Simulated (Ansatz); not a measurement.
## Stiffness of CdF₂ from strained cells

```
CELL_PARAMETERS angstrom
0.00000 2.74072 2.74072
2.74072 0.00000 2.74072
2.74072 2.74072 0.00000
ATOMIC_POSITIONS crystal
Cd 0.00000 0.00000 0.00000
F 0.25000 0.25000 0.25000
F 0.75000 0.75000 0.75000
```

Atom numbers follow the list: Cd1, F2, F3.

The cell was built from the fluorite type and relaxed in the same program, and has space group Fm-3m; it needn't be a known or the stable phase.

Theory: DFT, PBE, all-electron LAPW, scalar-relativistic (Ansatz 0.2.0).

The runs use a Γ-centred 11×11×11 k mesh, Fermi–Dirac smearing of 0.05 eV, basis error target 1 meV/atom, no spin polarisation.

The unstrained cell is at -0.03 GPa. Large strains and very small stresses are left out. Each strain is applied once, with fractional coordinates held (clamped ions), and σ below is the change of stress, positive in tension. One finite strain gives stress–strain coefficients at this pressure with an error of the order of the strain times third-order constants, a few per cent for each per cent of strain.

**Question.** With xy engineering shear strain of -2 %, the run gives σxy = -0.36 GPa and γxy = 2εxy = -0.0200. Which stiffness follows?

**Answer.** C44 (clamped ions) = σxy/γxy = 18 GPa.

**Question.** With z strained by +1.5 % at fixed volume, the run gives σzz − σxx = 2.35 GPa and εzz − εxx = 0.0224. Which stiffness follows?

**Answer.** C11 − C12 = (σzz − σxx)/(εzz − εxx) = 105 GPa.
